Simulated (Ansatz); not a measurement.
Given:

Cl:
```yaml
crystal:
  lattice:
    - [3.27095, -2.06310, 0.00000]
    - [3.27095, 2.06310, 0.00000]
    - [0.00000, 0.00000, 8.28229]
  atoms:
    - { symbol: Cl, position: [0.88095, 0.11905, 0.60593] }
    - { symbol: Cl, position: [0.11905, 0.88095, 0.39407] }
    - { symbol: Cl, position: [0.61905, 0.38095, 0.10593] }
    - { symbol: Cl, position: [0.38095, 0.61905, 0.89407] }
```

This is the r²SCAN-relaxed structure.

All from plane-wave PAW r²SCAN (Ansatz code), unless another level is named. Estimate the band gap.

2.63 eV (direct).

Predict the valence-band maximum.

at Γ.

Space group Cmce (molecular I2 type). The cell was relaxed with r²SCAN under the symmetry of its start. The substance is a gas or liquid at ambient conditions; this is its low-temperature solid. A crystal of weakly bound molecules computed without a dispersion correction: the cell and the soft elastic constants depend strongly on that.

Potentials: the later of the program's two PAW sets.
